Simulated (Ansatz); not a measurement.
Input:

Cu$_{3}$Pd:
```cif
data_Cu3Pd
_chemical_formula_sum 'Pd1 Cu3'
_space_group_name_H-M_alt 'Pm-3m'
_space_group_IT_number 221
_space_group_name_Hall '-P 4 2 3'
_cell_length_a 3.65480
_cell_length_b 3.65480
_cell_length_c 3.65480
_cell_angle_alpha 90.000
_cell_angle_beta 90.000
_cell_angle_gamma 90.000
loop_
_atom_site_label
_atom_site_type_symbol
_atom_site_symmetry_multiplicity
_atom_site_Wyckoff_symbol
_atom_site_fract_x
_atom_site_fract_y
_atom_site_fract_z
_atom_site_occupancy
Pd1 Pd 1 a 0.00000 0.00000 0.00000 1
Cu1 Cu 3 c 0.00000 0.50000 0.50000 1
```

This is the PBEsol-relaxed structure.

### Question
All from plane-wave PAW PBEsol (Ansatz code), unless another level is named. Estimate the Young's modulus.

### Answer
159 GPa.

### Question
What about the elastic constants (relaxed ions, GPa)?

### Answer
C11 = 220, C12 = 156, C44 = 87.8.

### Question
What about the highest zone-centre frequency?

### Answer
250 cm⁻¹.

The workflow started from an entry of the Crystallography Open Database (COD), which files this formula under 3 space groups. Its standing as an ambient phase is unchecked. The PBEsol relaxation kept the symmetry of its start; of distortions, only those at the zone centre were tested. The run is not spin-polarised. As this level gives no gap, shear constants depend on the k-mesh and smearing (Fermi–Dirac, 0.1 eV here). As this level gives no gap, phonon frequencies hold no LO–TO term and depend on the k-mesh and smearing (Fermi–Dirac, 0.1 eV here).

Potentials: the later of the program's two PAW sets.
